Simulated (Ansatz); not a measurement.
BAs:
```yaml
crystal:
  lattice:
    - [5.88905, 0.00000, 0.00000]
    - [0.00000, 5.88905, 0.00000]
    - [0.00000, 0.00000, 3.38958]
  atoms:
    - { symbol: B, position: [0.32273, 0.67727, 0.00000] }
    - { symbol: B, position: [0.67727, 0.32273, 0.00000] }
    - { symbol: B, position: [0.82273, 0.82273, 0.50000] }
    - { symbol: B, position: [0.17727, 0.17727, 0.50000] }
    - { symbol: As, position: [0.31862, 0.31862, 0.00000] }
    - { symbol: As, position: [0.68138, 0.68138, 0.00000] }
    - { symbol: As, position: [0.18138, 0.81862, 0.50000] }
    - { symbol: As, position: [0.81862, 0.18138, 0.50000] }
```

Relaxed with PBE. Special points in fractions of this cell's reciprocal vectors: Γ (0.000, 0.000, 0.000); X (0.000, 0.500, 0.000); M (0.500, 0.500, 0.000); Z (0.000, 0.000, 0.500); R (0.000, 0.500, 0.500); A (0.500, 0.500, 0.500).

Question: List the band energies nearest the valence-band maximum at these points for DFT-PBE with spin–orbit coupling in the program Ansatz with PAW potentials.

Answer: In eV from the valence-band maximum; about four levels below and three above (degenerate sets whole), none deeper than 8.9 eV; points with the same levels are listed once.

```csv
k,below,above
Γ,-0.10 -0.10 0.00 0.00,1.11 1.11 2.16 2.16
X,-1.35 -1.35 -1.35 -1.35,1.97 1.97 1.97 1.97
M,-2.21 -2.21 -2.21 -2.21,2.35 2.35 2.35 2.35
Z,-3.45 -3.45 -3.45 -3.45,1.78 1.78 1.78 1.78
R,-2.08 -2.08 -2.06 -2.06,1.49 1.49 1.49 1.49
A,-2.71 -2.71 -2.71 -2.71,1.07 1.07 1.07 1.07
```

Space group P4_2/mnm. The start of the workflow was typed in or built on a structure type; neither database checked (COD, Materials Project) lists it. It is not the phase usual at ambient conditions (space group No. 216). The PBE relaxation kept the symmetry of its start; whether a distortion lowers the energy is not shown.

Potentials: the later of the program's two PAW sets.
